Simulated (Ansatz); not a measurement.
**Question.** MoW (CsCl type, space group No. 221) is relaxed with plane-wave PAW PBEsol (Ansatz code). What lattice parameters of the conventional cell result?

**Answer.** a = 3.142 Å.

Space group Pm-3m (CsCl type). The start of the workflow was typed in or built on a structure type; neither database checked (COD, Materials Project) lists it. Its standing as an ambient phase is unchecked. The PBEsol relaxation kept the symmetry of its start; its stability against distortions is not shown here. The run is not spin-polarised. Spin–orbit coupling is left out wherever it is not named.

Potentials: the later of the program's two PAW sets.
